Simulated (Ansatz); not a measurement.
AlPd3N (anti-perovskite, Pm-3m), the program Ansatz at the r²SCAN level (PAW), all energies at zero smearing, with the estimated change up to a 700 eV cutoff added, with one set of potentials and settings (totals compare only within such a set). Cell of 5 atoms (1 Al, 3 Pd, 1 N): -21882.494 eV.

```
element             reference phase  E (eV/atom)
-------  --------------------------  -----------
Al       Fm-3m, 1 atoms in the cell    -540.4106
Pd       Fm-3m, 1 atoms in the cell   -6985.7628
N         Pa-3, 8 atoms in the cell    -384.8341
```

Formation energy per atom, worked out: (-21882.494 − 1×(-540.4106) − 3×(-6985.7628) − 1×(-384.8341))/5 = 0.008 eV/atom (1 kJ per mol of atoms), at 0 K, without zero-point energy or fitted corrections.

The start of the workflow was typed in or built on a structure type; neither database checked (COD, Materials Project) lists it. Whether it is the stable phase at ambient conditions was not checked. Symmetry was held in the r²SCAN relaxation; its stability against distortions is not shown here. The run is not spin-polarised. The volume moved by 16 % from the start of the relaxation. The references are the lowest solids computed at this level, not always the standard phases (solids in place of the gases).

Potentials: the earlier of the program's two PAW sets. The files were generated under PBE; for other functionals the program regenerates the frozen cores, and for LDA and PBEsol the local potential too.
